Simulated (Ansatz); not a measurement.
## LaFeSi2Rh: Si vacancy

All numbers are calculated (r2SCAN, no spin polarisation, no spin-orbit coupling; Ansatz, PAW set soft_2, 500 eV, k-mesh 4×4×2 shifted by half a step), not measured.

The relaxed host crystal (no gap at this level of theory):

```xyz
5
Lattice="-2.0486 2.0486 5.0606 2.0486 -2.0486 5.0606 2.0486 2.0486 -5.0606" Properties=species:S:1:pos:R:3 pbc="T T T"
Fe    2.0486    0.0000    2.5303
La    0.0000    0.0000    0.0000
Rh    0.0000    2.0486    2.5303
Si    0.0000    0.0000    6.4600
Si    0.0000    0.0000    3.6613
```

Supercell of 20 atoms, rows of the matrix [[-1,1,0],[1,1,2],[1,1,0]] times the cell vectors; Si vacancy at (0.638, 0.638, 0.000) in fractions of the cell above. Atoms are relaxed at the host's cell, from a start shaken by 0.05 Å near the defect. The cell loses 1 of its 8 Si, so this is a heavily defective crystal.

Task: How does the lattice relax around the defect?

Result: Distances from the empty Si site (Å), by shell of the perfect crystal:

```csv
shell,perfect crystal,"relaxed, charge 0"
1 Fe,2.34,2.36
1 Rh,2.34,2.20
1 Fe,2.34,2.36
1 Rh,2.34,2.21
```

| charge | gap of the cell on the mesh (eV) |
| --- | --- |
| 0 | 0.00 |

Formation energy of the neutral defect: 3.89 eV, taking atoms from and to the elements' standard states (no corrections for gases), so it belongs to those chemical potentials alone.

Relaxed cell at charge 0:

```
LaFeSi2Rh V_Si charge 0
1.0
     4.0971   -4.0971    0.0000
     4.0971    4.0971    0.0000
     0.0000    0.0000   10.1213
Fe La Rh Si
4 4 4 7
Direct
  0.2505 0.2505 0.2489
  0.7515 0.2498 0.7538
  0.7499 0.7498 0.2489
  0.2491 0.7504 0.7537
  0.0002 0.0002 0.9989
  0.5000 0.0001 0.5089
  0.5001 0.5001 0.9867
  0.0002 0.5000 0.5086
  0.7483 0.2523 0.2481
  0.2335 0.2341 0.7453
  0.2521 0.7481 0.2481
  0.7669 0.7664 0.7453
  0.5002 0.0003 0.1377
  0.5003 0.5000 0.6530
  0.0002 0.5001 0.1374
  0.0002 0.5001 0.8557
  0.5002 0.5001 0.3605
  0.5002 0.0003 0.8549
  0.0001 0.0001 0.3545
```

Caveats: a metal with Cr, Mn, Fe, Co or Ni was run without spin, and may be magnetic; small supercell, so energies and levels can be off by tenths of an eV; one random start near the defect, so other minima are possible.
